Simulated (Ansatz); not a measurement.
TaC:
```cif
data_CTa
_chemical_formula_sum 'Ta1 C1'
_space_group_name_H-M_alt 'P 1'
_space_group_IT_number 1
_cell_length_a 3.12107
_cell_length_b 3.12107
_cell_length_c 3.12107
_cell_angle_alpha 60.000
_cell_angle_beta 60.000
_cell_angle_gamma 60.000
loop_
_space_group_symop_operation_xyz
  'x, y, z'
loop_
_atom_site_label
_atom_site_type_symbol
_atom_site_fract_x
_atom_site_fract_y
_atom_site_fract_z
_atom_site_occupancy
Ta1 Ta 0.00000 0.00000 0.00000 1
C1 C 0.50000 0.50000 0.50000 1
```

Relaxed with LDA.

Decompose the optical modes at the zone centre into irreducible representations, and say which are infrared and Raman allowed.

Point group m-3m: Γ_opt = T1u. Infrared: T1u. Raman: none.

Assign frequencies (DFPT, LDA in the plane-wave PAW code Ansatz).

T1u 572 cm⁻¹.

Space group Fm-3m (rock salt). Symmetry was held in the LDA relaxation. The run is not spin-polarised. As this level gives no gap, phonon frequencies hold no LO–TO term and depend on the k-mesh and smearing (Fermi–Dirac, 0.1 eV here). Scalar-relativistic: spin–orbit coupling is off unless named, which matters more the heavier the elements.

Potentials: the earlier of the program's two PAW sets. The files were generated under PBE; for other functionals the program regenerates the frozen cores, and for LDA and PBEsol the local potential too.
